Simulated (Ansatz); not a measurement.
Cs2As3:
```yaml
crystal:
  lattice:
    - [0.00000, 5.26293, 7.89941]
    - [4.87493, 0.00000, 7.89941]
    - [4.87493, 5.26293, 0.00000]
  atoms:
    - { symbol: Cs, position: [0.75000, 0.75000, 0.75000] }
    - { symbol: Cs, position: [0.25000, 0.25000, 0.25000] }
    - { symbol: Cs, position: [0.72713, 0.27287, 0.72713] }
    - { symbol: Cs, position: [0.27287, 0.72713, 0.27287] }
    - { symbol: As, position: [0.13598, 0.71311, 0.86402] }
    - { symbol: As, position: [0.86402, 0.28689, 0.13598] }
    - { symbol: As, position: [0.71311, 0.13598, 0.28689] }
    - { symbol: As, position: [0.28689, 0.86402, 0.71311] }
    - { symbol: As, position: [0.84818, 0.84818, 0.15182] }
    - { symbol: As, position: [0.15182, 0.15182, 0.84818] }
```

Relaxed with r²SCAN. Special points in fractions of this cell's reciprocal vectors: Γ (0.000, 0.000, 0.000); Y (0.500, 0.000, 0.500); C0 (0.500, 0.131, 0.631); A0 (0.500, 0.869, 0.369); Z (0.500, 0.500, 0.000); B0 (0.930, 0.500, 0.430); D0 (0.070, 0.500, 0.570); T (0.000, 0.500, 0.500); G0 (0.157, 0.657, 0.500); H0 (0.843, 0.343, 0.500); L (0.500, 0.500, 0.500).

**Question.** List the band energies nearest the valence-band maximum at these points for the program Ansatz at the r²SCAN level (PAW).

**Answer.** In eV from the valence-band maximum; about four levels below and three above (degenerate sets whole), none deeper than 8.9 eV; points with the same levels are listed once.

| k | below | above |
|---|---|---|
| Γ | -2.27 -2.05 -0.97 -0.36 | 1.19 1.27 1.46 |
| Y | -2.23 -2.22 -0.84 0.00 | 0.71 1.06 1.44 |
| C0 | -2.29 -2.29 -2.25 -0.71 -0.08 | 0.74 1.09 1.49 |
| Z | -2.24 -2.19 -0.53 -0.27 | 0.93 1.39 1.61 |
| B0 | -2.38 -2.36 -0.67 -0.29 | 0.79 1.21 1.99 |
| T | -2.38 -2.37 -0.69 -0.28 | 0.77 1.23 2.01 |
| G0 | -2.37 -2.36 -0.72 -0.22 | 0.83 1.25 1.57 |
| L | -2.29 -2.26 -0.47 -0.41 | 0.90 1.13 1.73 |

Space group Fmmm. The workflow started from a Materials Project entry (that database holds measured and hypothetical structures alike); the Crystallography Open Database copy checked does not list it. Whether it is the stable phase at ambient conditions was not checked. The cell was relaxed with r²SCAN under the symmetry of its start; its stability against distortions is not shown here. Spin–orbit coupling is left out wherever it is not named.

Potentials: the later of the program's two PAW sets.
